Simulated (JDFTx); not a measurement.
Mo(110) slab cut from bulk Mo (space group Im-3m, indices of the conventional cell, lattice of the Materials Project entry mp-129, not re-optimised): 6 atoms in 6 planes, a 1x1 cell of 7.09 Å² (|a| = 2.743, |b| = 2.743 Å), 11.0 Å between the outermost planes, cell height 27.2 Å, 8×8×1 k mesh, Fermi smearing 0.01 Ha, no spin polarisation.

Profiles through the double layer of this slab, charged, in CANDLE, water, 1 M NaCl; PBE, GBRV ultrasoft potentials, plane waves to 20/100 Ha, JDFTx (a modified build). z is the height above the outermost atoms, φ the plane-averaged electrostatic potential energy of an electron (zero in the bulk liquid), ρ_b the bound charge of solvent and ions, s the cavity shape function (0 in the solid, 1 in the liquid).

| z (Å) | n (e/Å³) | s | φ (eV) | ρ_b (10⁻³ e/Å³) |
|---|---|---|---|---|
| 0.85 | 0.2909 | 0.00 | -5.935 | 0.00 |
| 1.30 | 0.0750 | 0.00 | -3.197 | -0.22 |
| 1.76 | 0.0229 | 0.00 | -1.201 | -6.21 |
| 2.21 | 0.0066 | 0.02 | -0.272 | -12.45 |
| 2.66 | 0.0018 | 0.17 | -0.106 | -1.82 |
| 3.12 | 0.0005 | 0.45 | -0.072 | 0.04 |
| 3.57 | 0.0001 | 0.74 | -0.058 | 0.00 |
| 4.02 | 0.0000 | 0.95 | -0.048 | -0.01 |
| 4.48 | 0.0000 | 1.00 | -0.042 | -0.01 |
| 4.93 | 0.0000 | 1.00 | -0.036 | -0.02 |
| 5.38 | 0.0000 | 1.00 | -0.031 | -0.02 |
| 5.84 | 0.0000 | 1.00 | -0.027 | -0.02 |
| 6.29 | 0.0000 | 1.00 | -0.023 | -0.01 |
| 6.74 | 0.0000 | 1.00 | -0.020 | -0.01 |
| 7.20 | 0.0000 | 1.00 | -0.017 | -0.01 |
| 7.65 | 0.0000 | 1.00 | -0.015 | -0.01 |

Is the electrode positively or negatively charged, and roughly by how much?

Positively: σ = 15.1 μC/cm² per face. The liquid's bound charge is of the opposite sign overall, and far from the surface φ decays with the screening length (3.0 Å).
